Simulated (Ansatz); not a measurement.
Values for one crystal, relaxed and computed with plane-wave PAW LDA (Ansatz code); other levels are named.

Volume per atom: 9.87 Å³
Band gap: 2.68 eV (indirect)
Conduction-band minimum: on the Γ–Z line, 97 % of the way from Γ (k = 0.000, 0.000, 0.484) (2 equivalent valleys)
Elastic constants (relaxed ions, GPa): C11 = 347, C22 = 341, C33 = 394, C12 = 193, C13 = 192, C23 = 158, C44 = 91.3, C55 = 125, C66 = 84.2
Hole effective mass: 0.43 along x, 3.7 along z (mₑ)
Formation energy from the elements (no fitted shifts): -3.21 eV/atom
Young's modulus: 250 GPa

Task: Which of these materials gives this?
A. TiO2, Pbcn (Ti on 4c, O on 8d)
B. NbAgO3, cubic perovskite
C. MgO, rock salt
D. SnO, Pmn2_1 (Sn on 2a, O on 2a)

Result: A, TiO2, Pbcn (Ti on 4c, O on 8d)

This is a known high-pressure phase of the composition, computed here at zero pressure and temperature. The LDA relaxation kept the symmetry of its start; of distortions, only those at the zone centre were tested. The run is not spin-polarised. The references are the lowest solids computed at this level, not always the standard phases (solids in place of the gases).

Potentials: the later of the program's two PAW sets.
